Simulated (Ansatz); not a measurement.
FeNi$_{3}$:
```
FeNi3
1.0
    3.54370     0.00000     0.00000
    0.00000     3.54370     0.00000
    0.00000     0.00000     3.54370
Fe Ni
1 3
Cartesian
  0.00000   0.00000   0.00000
  0.00000   1.77185   1.77185
  1.77185   0.00000   1.77185
  1.77185   1.77185   0.00000
```
Starting moments (μB, in the order of the atoms Fe Ni Ni Ni): 3.0 0.7 0.7 0.7.

Relaxed with PBE. Special points in fractions of this cell's reciprocal vectors: Γ (0.000, 0.000, 0.000); X (0.000, 0.500, 0.000); M (0.500, 0.500, 0.000); R (0.500, 0.500, 0.500).

**Question.** List the band energies nearest the Fermi level at these points for DFT-PBE in the program Ansatz with PAW potentials.

**Answer.** In eV from the Fermi level; about four levels below and three above (degenerate sets whole), none deeper than 8.9 eV; … stands for higher levels left out; points with the same levels are listed once.

| k | below | above |
|---|---|---|
| Γ ↑ | -0.72 -0.72 -0.72 -0.65 -0.65 -0.65 | 2.14 2.14 2.14 |
| X ↑ | -1.43 -1.07 -0.72 -0.65 | 7.41 7.41 7.45 7.45 |
| M ↑ | -1.73 -1.73 -1.55 -1.50 | 0.70 0.70 0.75 |
| R ↑ | -0.61 -0.61 -0.61 -0.48 | … |
| Γ ↓ | -1.62 -1.62 -1.62 -0.59 -0.59 0.00 | 0.29 0.29 0.29 |
| X ↓ | -0.87 -0.41 -0.13 -0.13 | 0.29 0.52 0.63 |
| M ↓ | -1.24 -1.24 -1.21 -0.81 -0.67 | 0.17 0.17 0.41 |
| R ↓ | -0.60 -0.57 -0.57 -0.57 | 0.07 0.07 0.07 |

Space group Pm-3m (Cu3Au type). The PBE relaxation kept the symmetry of its start. Magnetic state: ferromagnetic, chosen from 5 collinear starts compared on coarse meshes (ties went to the first, and starts can fall back to one state), not a proven ground state. Textbook magnetic order: ferromagnetic.

Potentials: the later of the program's two PAW sets.
